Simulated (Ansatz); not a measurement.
The relaxed structure here is a generated cell of InAs: the first start was made by placing the elements on the sites of a structure type, and the end was not matched to a known phase here, so it may be hypothetical. Known forms of InAs include space group No. 216.

A relaxed structure of InAs. Space group P3₂21 (No. 154). Level of theory: PBEsol (plane waves to 420 eV, PAW, scalar-relativistic; Ansatz, a quantum-chemistry and plane-wave program).

```xyz
6
Lattice="4.2730 0.0000 0.0000 -2.1365 3.7005 0.0000 0.0000 0.0000 9.5142" Properties=species:S:1:pos:R:3 pbc="T T T"
In     2.2886     0.0000     6.3428
In    -1.1443     1.9820     3.1714
In     0.9922     1.7185     0.0000
As     2.2275     0.0000     1.5857
As    -1.1138     1.9291     7.9285
As     1.0227     1.7714     4.7571
```

Task: Predict the band gap from PBEsol.

Result: No clear gap: the sampled points leave 0.04 eV away from the symmetry points, which may be a band crossing missed between them.

Task: Predict the smallest direct gap from PBEsol.

Result: 0.18 eV at 85 % of the way from K to Γ.

No spin polarisation in the result.

The run could not lose the symmetry of its start: the end is stationary, and may be a saddle point rather than a minimum.
